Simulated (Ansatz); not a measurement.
WI$_{2}$O$_{2}$:
```yaml
crystal:
  lattice:
    - [-1.89429, 1.89429, 8.58386]
    - [1.89429, -1.89429, 8.58386]
    - [1.89429, 1.89429, -8.58386]
  atoms:
    - { symbol: W, position: [0.00000, 0.00000, 0.00000] }
    - { symbol: I, position: [0.15740, 0.15740, 0.00000] }
    - { symbol: I, position: [0.84260, 0.84260, 0.00000] }
    - { symbol: O, position: [0.50000, 0.00000, 0.50000] }
    - { symbol: O, position: [0.00000, 0.50000, 0.50000] }
```

Relaxed with r²SCAN+D4.

Problem. Map the valence electron density (e/Å³), cut off at 2 on the plane through (0.000, 0.000, 0.000) spanned by u = [1, 1, 0] and v = [1, 0, 1] in lattice vectors, from DFT-r²SCAN+D4 in the program Ansatz with PAW potentials.

Solution. x is the fraction of u, y of v (the angle between them is 90°; rows are the nearest grid lines); atoms in the plane: W at (0.00, 0.00), I at (0.16, 0.00), I at (0.84, 0.00), O at (0.00, 0.50), O at (0.50, 0.50).
```
y \ x   0.000  0.100  0.175  0.275  0.375  0.450  0.550  0.625  0.725  0.825  0.900  1.00
------  -----  -----  -----  -----  -----  -----  -----  -----  -----  -----  -----  ----
1.00     2.00  0.833   2.00  0.024  0.008  0.009  0.009  0.008  0.024   2.00  0.833  2.00
0.947    2.00  0.793   2.00  0.023  0.010  0.011  0.011  0.010  0.023   2.00  0.791  2.00
0.842    2.00  0.517   2.00  0.022  0.017  0.026  0.026  0.017  0.022   2.00  0.517  2.00
0.789    1.78  0.364  0.993  0.022  0.023  0.049  0.049  0.023  0.022  0.993  0.364  1.78
0.684    1.59  0.148  0.346  0.023  0.040  0.164  0.164  0.040  0.023  0.346  0.148  1.59
0.632    2.00  0.090  0.192  0.025  0.048  0.272  0.271  0.048  0.025  0.192  0.090  2.00
0.526    2.00  0.045  0.077  0.026  0.059  0.494  0.495  0.059  0.026  0.077  0.044  2.00
0.474    2.00  0.044  0.077  0.026  0.059  0.495  0.494  0.059  0.026  0.077  0.045  2.00
0.368    2.00  0.090  0.192  0.025  0.048  0.271  0.272  0.048  0.025  0.192  0.090  2.00
0.316    1.59  0.148  0.346  0.023  0.040  0.164  0.164  0.040  0.023  0.346  0.148  1.59
0.211    1.78  0.364  0.993  0.022  0.023  0.049  0.049  0.023  0.022  0.993  0.364  1.78
0.158    2.00  0.517   2.00  0.022  0.017  0.026  0.026  0.017  0.022   2.00  0.517  2.00
0.0526   2.00  0.791   2.00  0.023  0.010  0.011  0.011  0.010  0.023   2.00  0.793  2.00
0.000    2.00  0.833   2.00  0.024  0.008  0.009  0.009  0.008  0.024   2.00  0.833  2.00
```

The density is the valence pseudo-density with augmentation charge, so density and ELF within about 1 Å of a nucleus are not all-electron values.

Space group I4/mmm. The workflow started from an entry of the Crystallography Open Database (COD); the relaxed space group is not among those it files for this formula. COD files the formula under space group No. 71. Its standing as an ambient phase is unchecked. The r²SCAN+D4 relaxation kept the symmetry of its start; its stability against distortions is not shown here. The run is not spin-polarised. No Hubbard U is applied. Spin–orbit coupling is left out wherever it is not named.

Potentials: the later of the program's two PAW sets.
